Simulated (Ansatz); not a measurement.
# Ionic part of the dielectric constant of KNaF2, mode by mode

All numbers below come from DFT PBE, scalar-relativistic, plane waves, PAW in Ansatz. Cutoff 420 eV, 9×9×9 k-points (Γ-centred), fixed occupations. No spin polarisation. Phonons by linear response, acoustic sum rule imposed.

It takes space group R-3m (No. 166, trigonal). Conventional cell: a = 3.567 Å, b = 3.567 Å, c = 17.718 Å, α = 90.00°, β = 90.00°, γ = 120.00°. Around K (site symmetry -3m) lie 6 F at 2.64 Å. Around Na (site symmetry -3m) lie 6 F at 2.43 Å. Around F (site symmetry 3m) lie 3 Na at 2.43 Å and 3 K at 2.64 Å.

This structure is a trial: an element of a database structure was replaced and the cell relaxed, so another structure or a mixture of phases may lie lower.

The primitive cell has V = 65.06 Å³ and ε∞,yy = 1.941. Each polar mode adds Δε = (4.92064×10⁷/V)·S/ν² along y, with S its oscillator strength in e²/amu, ν in cm⁻¹ and V in Å³.

Task: From these modes, find each Δε and ε0,yy.
```json
{"ν (cm⁻¹)": "121.9", "S_yy (e²/amu)": "0.00334"}
{"ν (cm⁻¹)": "180.0", "S_yy (e²/amu)": "0.1996"}
```

Result:
| ν (cm⁻¹) | Δε |
| --- | --- |
| 121.9 | 0.17 |
| 180.0 | 4.66 |

The sum is 4.829, so ε0,yy = 6.77; the run's tensor has 6.77.

Task: Where do the longitudinal modes lie for a wave vector along y?

Result: At 123, 334 cm⁻¹. The Lyddane–Sachs–Teller product Π(ν_LO/ν_TO)² = 3.49 matches ε0/ε∞ = 3.49.